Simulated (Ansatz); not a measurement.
# Ba2TeOsO6 in Ansatz, relaxation

The input file (Ansatz 0.2.0, plane waves):

```yaml
crystal:
  lattice:
    - [0.0, 5.592829, 0.0]
    - [5.592829, 0.0, 0.0]
    - [2.796415, 2.796415, -4.323255]
  atoms:
    - { symbol: Os, position: [0.0, 0.0, 0.0] }
    - { symbol: O, position: [0.244, 0.263, 0.0] }
    - { symbol: O, position: [0.263, 0.756, 0.0] }
    - { symbol: O, position: [0.756, 0.737, 0.0] }
    - { symbol: O, position: [0.737, 0.244, 0.0] }
    - { symbol: Te, position: [0.5, 0.5, 0.0] }
    - { symbol: O, position: [0.281, 0.281, 0.438] }
    - { symbol: O, position: [0.719, 0.719, 0.562] }
    - { symbol: Ba, position: [0.75, 0.25, 0.5] }
    - { symbol: Ba, position: [0.25, 0.75, 0.5] }
  symmetry: { tolerance: 0.0003 }
kpoints:
  mp_grid: { grid: [4, 4, 4], shift: [0, 0, 0] }
magnetization:
  spin_polarized: false
scf:
  occupations: { method: gaussian, width: 0.0977 }
  lower_state_search: "off"
hamiltonian:
  pseudopotentials: { kind: paw }
  xc: pbesol
basis:
  ecutwfc: 420
  fft_grid_basis: typed
relax:
  max_steps: 60
  cell: { p_target: 0.0 }
output:
  forces: true
  stress: true
  eigenvalues: true
  populations: true
  elf: true
  write_potential: true
  volumetric_format: npy
  dos:
    e_range: [-12, 8]
    de: 0.05
    projected: { site_lists: { Ba: [Ba], O: [O], Os: [Os], Te: [Te] } }
  write_density: true
  bader: false
checkpoint:
  read: saved_state
```

The command:

```bash
ansatz run input.yaml --threads 2 --pin off --max-ram 3584MiB --backend cpu --events-out ev --progress --plain --runs-dir out
```

Origin of the cell: a known structure type with other elements, at an estimated volume, so it need not be a known compound.

The saved state is a converged single point of the same cell.

Steps («new basis» is an SCF on plane waves selected anew at the same cell):

| step | ΔF (meV/atom) | max force component (eV/Å) | P (GPa) | volume (Å³) | SCF iterations | step was |
| --- | --- | --- | --- | --- | --- | --- |
| 1 | 0.0 | 2.904 | 9.56 | 135.23 | 6 | accepted |
| 2 | -94.5 | 2.802 | 4.23 | 138.25 | 9 | accepted |
| 3 | -204.9 | 0.594 | 2.51 | 139.33 | 8 | accepted |
| 4 | -207.7 | 0.279 | 1.05 | 140.95 | 6 | accepted |
| 5 | -208.8 | 0.185 | 0.18 | 141.44 | 6 | accepted |
| 6 | -209.2 | 0.049 | 0.03 | 141.56 | 6 | accepted |
| 7 | -209.3 | 0.014 | 0.03 | 141.53 | 6 | accepted |
| 8 | -209.3 | 0.002 | 0.01 | 141.54 | 6 | accepted |
| 9 | -213.7 | 0.002 | 0.47 | 141.54 | 7 | new basis |
| 10 | -213.7 | 0.001 | -0.03 | 142.00 | 6 | accepted |
| 11 | -213.9 | 0.001 | -0.03 | 142.00 | 6 | new basis |
| 12 | -213.9 | 0.003 | 0.03 | 141.96 | 7 | accepted |
| 13 | -213.9 | 0.003 | 0.02 | 141.96 | 9 | new basis |

Before:

Space group I4/m (No. 87); the run's cell has a = 5.593 Å, b = 5.593 Å, c = 5.859 Å, α = 61.49°, β = 61.49°, γ = 90.00°. Shortest distances: O–Te 1.89 Å, O–Os 2.01 Å, O–O 2.72 Å, Ba–O 2.81 Å, Ba–Os 3.53 Å, Ba–Te 3.53 Å.

After:

Space group I4/m (No. 87); the run's cell has a = 5.849 Å, b = 5.849 Å, c = 5.859 Å, α = 60.05°, β = 60.05°, γ = 90.00°. Shortest distances: O–Os 2.00 Å, O–Te 2.14 Å, O–O 2.83 Å, Ba–O 2.84 Å, Ba–Os 3.59 Å, Ba–Te 3.59 Å.

```
CELL_PARAMETERS angstrom
0.00000 5.84917 0.00000
5.84917 0.00000 0.00000
2.92458 2.92458 -4.14927
ATOMIC_POSITIONS crystal
Os 0.00000 0.00000 0.00000
O 0.22502 0.25809 0.00000
O 0.25809 0.77498 0.00000
O 0.77498 0.74191 0.00000
O 0.74191 0.22502 0.00000
Te 0.50000 0.50000 0.00000
O 0.24170 0.24170 0.51659
O 0.75830 0.75830 0.48341
Ba 0.75000 0.25000 0.50000
Ba 0.25000 0.75000 0.50000
```

- Free energy lowered by: 213.9 meV/atom
- Volume change: 4.97 %
- Final pressure: 0.02 GPa
- Relaxation steps listed: 13
- Formation energy (elements under the same functional, gases as molecules, uncorrected): -1.751 eV/atom
- Gap on the mesh: none (metal)

Caveats: no moments, though an odd count or open d shells may carry them; no spin-orbit coupling, though heavy elements are present; the k mesh is coarse if the cell is a metal; the relaxation held the start's symmetry, so the end may be a saddle point.

The run took 65 s on 2 threads of Arm Neoverse V1, with other jobs on the host, peak memory 0.54 GiB, from a saved density.
